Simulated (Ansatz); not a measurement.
The start is a generated cell, Hf built in the AFLOW prototype A_oC8_64_f (A17, as in P). The cell and all atomic positions are relaxed at zero pressure with PBE (plane waves to 420 eV, PAW, scalar-relativistic; Ansatz, a first-principles code). The first steps use a coarse 10×10×7 k-mesh.

The start:
```
Hf
1.0
    1.75169    -5.53905     0.00000
    1.75169     5.53905     0.00000
    0.00000     0.00000     4.62694
Hf
4
Direct
  0.39832   0.60168   0.58056
  0.60168   0.39832   0.41944
  0.89832   0.10168   0.91944
  0.10168   0.89832   0.08056
```

### Question
What symmetry does the relaxed structure have?

### Answer
The space group goes from Cmce (No. 64) to Fmmm (No. 69), with 2 atoms in the primitive cell.

### Question
How much energy is released per atom?

### Answer
About 2.5 eV/atom.

### Question
How does the volume change?

### Answer
+2.6 %, from 22.45 to 23.03 Å³/atom.

### Question
Give the final cell and atomic positions.

### Answer

```cif
data_Hf8
_chemical_formula_sum 'Hf8'
_space_group_name_H-M_alt 'Fmmm'
_space_group_IT_number 69
_space_group_name_Hall '-F 2 2'
_cell_length_a 3.19905
_cell_length_b 5.34098
_cell_length_c 10.78515
_cell_angle_alpha 90.000
_cell_angle_beta 90.000
_cell_angle_gamma 90.000
loop_
_atom_site_label
_atom_site_type_symbol
_atom_site_symmetry_multiplicity
_atom_site_Wyckoff_symbol
_atom_site_fract_x
_atom_site_fract_y
_atom_site_fract_z
_atom_site_occupancy
Hf1 Hf 8 i 0.00000 0.00000 0.13585 1
```
(The calculation used a cell of 2 atoms; values per cell refer to that cell.)

Final values are on a 17×17×17 k-mesh of the relaxed cell. The start holds a very short contact (Hf–Hf 2.35 Å). No spin polarisation in the result.

The run could not lose the symmetry of its start: the end is stationary, and may be a saddle point rather than a minimum.

The relaxed structure here is a generated cell of Hf: the first start was made by placing the elements on the sites of a structure type, and the end was not matched to a known phase here, so it may be hypothetical. Known forms of Hf include space group No. 194.
